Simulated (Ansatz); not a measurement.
ZrO:
```yaml
crystal:
  lattice:
    - [5.30788, 0.00000, 0.00000]
    - [-2.65394, 4.59675, 0.00000]
    - [0.00000, 0.00000, 3.20244]
  atoms:
    - { symbol: Zr, position: [0.00000, 0.00000, 0.00000] }
    - { symbol: Zr, position: [0.33333, 0.66667, 0.50000] }
    - { symbol: Zr, position: [0.66667, 0.33333, 0.50000] }
    - { symbol: O, position: [0.40529, 0.00000, 0.00000] }
    - { symbol: O, position: [0.59471, 0.59471, 0.00000] }
    - { symbol: O, position: [0.00000, 0.40529, 0.00000] }
```

Relaxed with PBE. Special points in fractions of this cell's reciprocal vectors: Γ (0.000, 0.000, 0.000); M (0.500, 0.000, 0.000); K (0.333, 0.333, 0.000); A (0.000, 0.000, 0.500); L (0.500, 0.000, 0.500); H (0.333, 0.333, 0.500).

Task: List the band energies nearest the Fermi level at these points for plane-wave PAW PBE (Ansatz code).

Result: In eV from the Fermi level; about four levels below and three above (degenerate sets whole), none deeper than 8.9 eV; points with the same levels are listed once.

| k | below | above |
|---|---|---|
| Γ | -3.91 -0.74 -0.74 -0.48 | 0.77 0.77 1.17 1.17 |
| M | -5.20 -2.75 -1.99 -1.67 | 0.34 1.75 2.09 |
| K | -5.52 -2.72 -1.63 -1.63 | 0.58 1.42 1.42 |
| A | -5.70 -5.70 -5.63 -2.13 -2.13 | 0.07 1.40 1.40 |
| L | -5.39 -2.15 -1.27 -0.74 | 1.05 1.28 2.21 |
| H | -5.57 -5.57 -1.56 -1.56 -1.28 | 1.49 1.49 2.15 2.15 |

Space group P-62m. The start of the workflow was typed in or built on a structure type; neither database checked (COD, Materials Project) lists it. COD files the formula under space group No. 225, so this cell is another polymorph or a model. Its standing as an ambient phase is unchecked. The cell was relaxed with PBE under the symmetry of its start; its stability against distortions is not shown here. The run is not spin-polarised. A small band overlap can be real or an error of a semilocal functional. Spin–orbit coupling is left out wherever it is not named.

Potentials: the earlier of the program's two PAW sets.
